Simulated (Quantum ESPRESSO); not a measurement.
Inputs of pw.x and gipaw.x (a modified build of Quantum ESPRESSO, PBE) for Cu₂O; the starting potential comes from an earlier run on another mesh:

```
&CONTROL
  calculation = 'scf'
  prefix = 'x'
  pseudo_dir = './pseudo'
  outdir = './out'
  tprnfor = .true.
/
&SYSTEM
  ibrav = 0
  nat = 6
  ntyp = 2
  ecutwfc = 45
  ecutrho = 180
  occupations = 'fixed'
  nbnd = 44
/
&ELECTRONS
  conv_thr = 1e-11
  startingpot = 'file'
/
ATOMIC_SPECIES
Cu 63.546 Cu.GGA_PBE-JTH.UPF
O 15.999 O.GGA_PBE-JTH.UPF
CELL_PARAMETERS angstrom
    4.246700000000     0.000000000000     0.000000000000
    0.000000000000     4.246700000000     0.000000000000
    0.000000000000     0.000000000000     4.246700000000
ATOMIC_POSITIONS crystal
Cu     0.250000000000     0.250000000000     0.750000000000
Cu     0.250000000000     0.750000000000     0.250000000000
Cu     0.750000000000     0.750000000000     0.750000000000
Cu     0.750000000000     0.250000000000     0.250000000000
O      0.500000000000     0.500000000000     0.500000000000
O      0.000000000000     0.000000000000     0.000000000000
K_POINTS automatic
9 9 9 1 1 1
```

```
&INPUTGIPAW
  job = 'nmr'
  prefix = 'x'
  tmp_dir = './out/'
  restart_mode = 'from_scratch'
  pawproj(1) = .true.
  pawproj(2) = .true.
  use_nmr_macroscopic_shape = .false.
/
```

The cell comes from the Materials Project (a computed structure). It is Cu2O in Pn-3m. Stability against distortions was not tested. The run has no spin polarisation.

Task: What does gipaw.x print for the total shieldings?

Result: 
```
     Total NMR chemical shifts in ppm: ---------------------------------------
     (adopting the Simpson convention for anisotropy and asymmetry)-----------

     Atom  1  Cu  pos: (  0.250000  0.250000  0.750000)  Total sigma:        -776.46
          -776.4623       1044.3034      -1044.3034
          1044.3034       -776.4623      -1044.3034
         -1044.3034      -1044.3034       -776.4623

     Cu      1    anisotropy:   3132.91    eta:    0.0000

     Atom  2  Cu  pos: (  0.250000  0.750000  0.250000)  Total sigma:        -776.46
          -776.4623      -1044.3034       1044.3034
         -1044.3034       -776.4623      -1044.3034
          1044.3034      -1044.3034       -776.4623

     Cu      2    anisotropy:   3132.91    eta:    0.0000

     Atom  3  Cu  pos: (  0.750000  0.750000  0.750000)  Total sigma:        -776.46
          -776.4623       1044.3034       1044.3034
          1044.3034       -776.4623       1044.3034
          1044.3034       1044.3034       -776.4623

     Cu      3    anisotropy:   3132.91    eta:    0.0000

     Atom  4  Cu  pos: (  0.750000  0.250000  0.250000)  Total sigma:        -776.46
          -776.4623      -1044.3034      -1044.3034
         -1044.3034       -776.4623       1044.3034
         -1044.3034       1044.3034       -776.4623

     Cu      4    anisotropy:   3132.91    eta:    0.0000

     Atom  5  O   pos: (  0.500000  0.500000  0.500000)  Total sigma:         387.74
           387.7376         -0.0000         -0.0000
            -0.0000        387.7376         -0.0000
            -0.0000         -0.0000        387.7376

     O       5    anisotropy:      0.00    eta:    0.0000

     Atom  6  O   pos: (  0.000000  0.000000  0.000000)  Total sigma:         387.74
           387.7376          0.0000         -0.0000
            -0.0000        387.7376         -0.0000
            -0.0000         -0.0000        387.7376

     O       6    anisotropy:      0.00    eta:    0.0000
```
The printed anisotropy is 3/2 (σ_33 − σ_iso) in the program's own order; the axes are left out here. Anisotropies that symmetry doesn't fix are less certain than the isotropic values. These are absolute shieldings with no macroscopic susceptibility term; δ = σ_ref − σ needs a reference computed alike. By our sweeps, such settings leave a few ppm in absolute σ. With so small a Kohn–Sham gap, σ hangs strongly on the functional and the mesh. Static lattice: thermal averaging is not included.
